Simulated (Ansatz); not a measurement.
Input file for Ansatz (a quantum-chemistry and plane-wave program):

Ansatz 0.2 input:
```yaml
crystal:
  lattice:
    - [4.0038731478, 0.0, 0.0]
    - [-2.0019365739, 3.4674558595, 0.0]
    - [0.0, 0.0, 6.5792249611]
  atoms:
    - { symbol: Al, position: [0.3333333333, 0.6666666667, 0.0007282325] }
    - { symbol: Al, position: [0.6666666667, 0.3333333333, 0.5007282325] }
    - { symbol: As, position: [0.3333333333, 0.6666666667, 0.3752717675] }
    - { symbol: As, position: [0.6666666667, 0.3333333333, 0.8752717675] }
kpoints:
  mp_grid: { grid: [6, 6, 3] }
hamiltonian:
  xc: hse06
  pseudopotentials: { kind: paw }
scf:
  n_extra_bands: 6
  occupations: { method: fixed }
output:
  eigenvalues: true
  eigenstates:
    e_range: [-9.0, 10.4]
    kpoints:
      - [0.0, 0.0, 0.0]  # VBM
      - [0.0, -0.5, 0.372396]  # CBM
      - [0.0, 0.0, 0.0]  # GAMMA
      - [0.0, 0.0, 0.5]  # A
      - [0.3333333333, 0.3333333333, 0.0]  # K
      - [0.3333333333, 0.3333333333, 0.5]  # H
      - [0.5, 0.0, 0.0]  # M
      - [0.5, 0.0, 0.5]  # L
```

Output (shortened):

```
Pseudopotential: Al, paw, valence charge 3
Pseudopotential: As, paw, valence charge 15
Functional definition: HSE06
davidson cushion auto → on  (no smearing: the cushion is to keep the highest requested band from converging to the state above it …
Crystal: 4 atoms, lattice volume = 91.341 Å³
Basis set: ecut = 420 eV, 1785 PW (Γ)
Bands: 24, of which v1, the nominal top of the filled ones, is band 18 counted from 1 (17 counted from 0)
Symmetry: 12 space group operations
Space group: P63mc (ITA 186), of the structure as read, at distance tolerance 4.5e-5 Å
k-points: 14 of 108 (time reversal used)
SCF iter   1: F=—  HF=-10789.170261 eV  |F-HF|=—  |Δ(HF+E_count)|=         —  Δρ=1.15e-3  dr2=2.25e-3  ethr=1.77e-3  ⟨swp⟩=8.5  Hψ=1533  notcnv=0
preconditioner: auto → none
iter 2 solved again at ethr=4.21e-7 eV; its pass at ethr=6.25e-6 eV (dr2=1.52e-4 eV) is discarded
SCF iter   2: F=-10789.170314 eV  HF=-10789.170266 eV  |F-HF|=4.84e-5  |Δ(HF+E_count)|=   4.47e-6  Δρ=4.06e-4  dr2=1.52e-4  ethr=4.21e-7  ⟨swp⟩=2.4  Hψ=2016  notcnv=0
SCF 1 stopped early in 2 iterations: F = -10789.170314 eV  dr2 = 1.52e-4
Crystal: 4 atoms, lattice volume = 91.341 Å³
Exchange kernel: α = 0.2500, screened, ω = 0.2079 Å⁻¹, Wigner–Seitz truncation, v(0) = 1046.1672 eV·Å³, q-mesh 6×6×3, nearest image of the exchange supercell L …
Frozen-core exchange: fock
SCF iter   1: F=—  HF=-10792.635961 eV  |F-HF|=—  |Δ(HF+E_count)|=         —  Δρ=4.16e-3  dr2=1.16e-2  ethr=4.23e-6  ⟨swp⟩=7.9  Hψ=1698  notcnv=0
preconditioner: auto → none
SCF iter   2: F=—  HF=-10792.619045 eV  |F-HF|=—  |Δ(HF+E_count)|=   1.69e-2  Δρ=1.97e-3  dr2=2.71e-3  ethr=4.23e-6  ⟨swp⟩=4.0  Hψ=1401  notcnv=0
SCF iter   3: F=—  HF=-10792.618586 eV  |F-HF|=—  |Δ(HF+E_count)|=   4.58e-4  Δρ=8.69e-4  dr2=8.74e-4  ethr=4.23e-6  ⟨swp⟩=2.5  Hψ=753  notcnv=0
SCF iter   4: F=—  HF=-10792.626602 eV  |F-HF|=—  |Δ(HF+E_count)|=   8.02e-3  Δρ=7.67e-4  dr2=2.05e-4  ethr=7.06e-7  ⟨swp⟩=4.1  Hψ=1373  notcnv=0
SCF iter   5: F=—  HF=-10792.626520 eV  |F-HF|=—  |Δ(HF+E_count)|=   8.18e-5  Δρ=3.14e-4  dr2=4.03e-5  ethr=5.50e-7  ⟨swp⟩=2.0  Hψ=742  notcnv=0
SCF iter   6: F=—  HF=-10792.626502 eV  |F-HF|=—  |Δ(HF+E_count)|=   1.78e-5  Δρ=6.17e-5  dr2=1.21e-5  ethr=9.26e-8  ⟨swp⟩=3.0  Hψ=921  notcnv=0
SCF iter   7: F=-10792.626604 eV  HF=-10792.626605 eV  |F-HF|=1.03e-6  |Δ(HF+E_count)|=   1.02e-4  Δρ=5.98e-5  dr2=2.31e-6  ethr=3.78e-9  ⟨swp⟩=5.3  Hψ=1395  notcnv=0  defer=3
SCF 2 stopped early in 7 iterations: F = -10792.626604 eV  dr2 = 2.31e-6
hybrid outer 1: dexx = +9.394e-3 eV, tail = 8.80e-5 eV
Crystal: 4 atoms, lattice volume = 91.341 Å³
Exchange kernel: α = 0.2500, screened, ω = 0.2079 Å⁻¹, Wigner–Seitz truncation, v(0) = 1046.1672 eV·Å³, q-mesh 6×6×3, nearest image of the exchange supercell L …
Frozen-core exchange: fock
SCF iter   1: F=—  HF=-10792.627057 eV  |F-HF|=—  |Δ(HF+E_count)|=         —  Δρ=4.93e-5  dr2=1.48e-6  ethr=1.22e-6  ⟨swp⟩=2.6  Hψ=751  notcnv=0
preconditioner: auto → none
iter 2 solved again at ethr=1.04e-10 eV; its pass at ethr=2.73e-9 eV (dr2=3.75e-8 eV) is discarded
SCF iter   2: F=—  HF=-10792.627059 eV  |F-HF|=—  |Δ(HF+E_count)|=   2.47e-6  Δρ=8.47e-6  dr2=1.79e-7  ethr=1.04e-10  ⟨swp⟩=3.0  Hψ=2133  notcnv=0  defer=6
SCF iter   3: F=-10792.627060 eV  HF=-10792.627060 eV  |F-HF|=7.84e-9  |Δ(HF+E_count)|=   6.03e-7  Δρ=6.30e-6  dr2=2.05e-8  ethr=1.04e-10  ⟨swp⟩=4.6  Hψ=1132  notcnv=0  defer=7
SCF 3 converged in 3 iterations: F = -10792.627060 eV  dr2 = 2.05e-8
hybrid outer 2: dexx = +5.305e-7 eV, tail = 9.30e-8 eV, Δε = 2.81e-3 eV (about 1.80e-4 eV left of the loop's levels)
NSCF: frozen V_eff on 8 k-points
hybrid SCF converged: 2 outer / 10 inner (+2 warm-up), last move |dexx| = 5.30e-7 eV, tail = 9.30e-8 eV
Stability not checked (fock_operator)
Free energy (F): -10792.627057 eV
Frozen-core exchange: fock
Harris-Foulkes:  -10792.627057 eV  (|F-HF|=7.84e-9)
Internal energy: -10792.627057 eV  (E = F + TS)
E sigma→0 (E₀):  -10792.627057 eV
Fermi energy:    5.966097 eV
--- Per-component energies (eV) ---
  E_band       = -625.198988
  E_kinetic    = 252.013227
  E_local      = -4242.997173  (includes V_loc(G=0)·N_el)
  E_nonlocal   = -1321.972630
  E_hartree    = 2270.513677
  E_xc         = -193.238211
  E_vxc        = -175.294053  (∫ρ·V_xc dr)
  E_exx        = -129.874082  (= α·E_x^exact, valence–valence)
  E_paw        = -4521.420305  (= ΣΔE_a)
  E_vpaw       = 581.771051  (= ΣTr[D̂ρ^β])
  E_aug_tail   = 0.000012  (compensation charges beyond the density's cutoff)
  E_ewald      = -2904.041388
  E_core_change = -1.610184  (= ΣΔE_core)
  E_smearing   =  0.000000  (= −TS)
  E_closure    = 0.000000  (closes the sum)
  Σ components = -10792.627057   (vs F -10792.627057, Δ=0.00e0)
  [band-id]    e_kinetic+e_local+e_nonlocal+2·e_hartree+e_vxc+2·e_exx+e_vpaw+e_augmentation_tail = -625.200375   (vs E_band -625.198988, Δ=-1.39e-3)
--- Band table (eV; the first three rows and the last of 14) ---
  k-point 0: bands = ["-31.8884", "-31.8880", "-31.8856", "-31.8856", "-31.8852", "-31.8852", "-31.8755", "-31.8755", "-31.8750", "-31.8750", "-7.1729", "-5.5888", "-0.2436", "4.8961", "4.8961", "5.8270", "5.9661", "5.9661", "8.4990", "8.8669", "10.7709", …
  k-point 1: bands = ["-31.8883", "-31.8881", "-31.8855", "-31.8855", "-31.8853", "-31.8853", "-31.8754", "-31.8754", "-31.8751", "-31.8751", "-6.8751", "-6.1189", "0.9641", "3.6222", "5.1236", "5.1236", "5.6513", "5.6513", "8.8857", "9.7747", "11.0364", …
  k-point 2: bands = ["-31.8882", "-31.8879", "-31.8856", "-31.8854", "-31.8852", "-31.8850", "-31.8755", "-31.8753", "-31.8750", "-31.8748", "-6.9067", "-5.4003", "-0.0147", "3.2523", "4.2209", "4.4353", "5.5338", "5.6966", "9.3603", "9.9487", "11.0201", …
  k-point 13: bands = ["-31.8875", "-31.8875", "-31.8852", "-31.8852", "-31.8851", "-31.8848", "-31.8751", "-31.8750", "-31.8750", "-31.8748", "-5.1021", "-5.1021", "0.1960", "0.1960", "1.8627", "2.6900", "4.1524", "4.1524", "10.0306", "10.0306", "10.0864", …
```

Cost: very roughly 100 core-seconds on shared cores.

The points marked VBM and CBM come from a semilocal run.

Space group P6_3mc (wurtzite). The first step of the workflow began from a Materials Project structure, measured or hypothetical; the Crystallography Open Database copy checked does not list it. It is not the phase usual at ambient conditions (space group No. 216). The PBEsol relaxation kept the symmetry of its start; its stability against distortions is not shown here. Scalar-relativistic: spin–orbit coupling is off unless named, which matters more the heavier the elements.

Potentials: the later of the program's two PAW sets.

Ansatz is a plane-wave DFT program.
